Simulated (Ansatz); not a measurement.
The relaxed structure here is a generated cell of Co: the first start was made by placing the elements on the sites of a structure type, and the end was not matched to a known phase here, so it may be hypothetical. Known forms of Co include space group No. 194.

One stationary structure of Co. Method: r2SCAN (plane waves to 500 eV, PAW, scalar-relativistic; Ansatz, an electronic-structure program).

```xyz
2
Lattice="0.0000 2.0165 4.3599 1.3012 0.0000 4.3599 1.3012 2.0165 0.0000" Properties=species:S:1:pos:R:3 pbc="T T T"
Co     1.3012     2.0165     1.1738
Co     1.3012     2.0165     7.5461
```

Find the space group and the Wyckoff positions (tolerance 0.01 Å).

Space group Fmmm (No. 69); a = 2.602 Å, b = 4.033 Å, c = 8.720 Å, α = 90.00°, β = 90.00°, γ = 90.00°

| atom | site | symmetry | x | y | z |
|---|---|---|---|---|---|
| Co | 8i | mm2 | 0.0000 | 0.0000 | 0.1346 |

Give the shortest distances between elements (the closest pairs, up to four, under 3.6 Å).

Co–Co 2.35 Å.

| Quantity | Result |
|---|---|
| Volume per atom | 11.44 Å³ |
| Band gap | zero (metallic) |
| Magnetic moment | net 1.87 μB/atom, ferromagnetic |

Spin state reached: ferromagnetic (net 1.87 μB/atom), from parallel starting moments; other spin orders were not run from this start. r2SCAN tends to overstate moments in metals.

The run could not lose the symmetry of its start: the end is stationary, and may be a saddle point rather than a minimum.
